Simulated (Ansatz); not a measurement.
Method: Ansatz, DFT PBE, scalar-relativistic, plane waves, PAW. Cutoff 420 eV, Γ-centred meshes of about 0.25 Å⁻¹ or finer for metals and 0.3 Å⁻¹ for insulators (2π included), Gaussian smearing. No spin polarisation.

This relaxed AlIn3Sb2N2 cell comes from a structure search over trial cells.

```xyz
8
Lattice="2.8755 -1.6256 0.0000 2.8755 1.6256 0.0000 -0.0033 0.0000 18.0668" Properties=species:S:1:pos:R:3 pbc="T T T"
Al    2.1585    0.0000   17.6360
In    4.0667    0.0000    2.3561
In    4.0612    0.0000    8.6370
In    4.0688    0.0000   14.8360
Sb    4.0684    0.0000    5.5488
Sb    4.0650    0.0000   11.9287
N     4.0690    0.0000    0.0946
N     2.1726    0.0000   15.7469
```

Question: Is it a true minimum?

Answer: As far as tested, yes. The phonons at Γ show no imaginary mode. (Phonon run: 12×10×2 k mesh, Gaussian smearing of 0.10 eV.) After random moves of the atoms it relaxes back. Other q points weren't tested. The optical modes at Γ run from 13 to 686 cm⁻¹. Around Al lie 4 N at 1.89–1.98 Å; In on its first site is surrounded by 1 N at 2.26 Å and 1 Sb at 3.19 Å; Sb on its first site is surrounded by 2 In at 3.09–3.19 Å and 6 Sb at 3.25–3.30 Å; around N on its first site lie 3 Al at 1.96–1.98 Å and 1 In at 2.26 Å; 4 more sites not described.

These runs have no spin–orbit coupling, which can matter for Sb. Phonons of metals hang on the k mesh and the smearing.
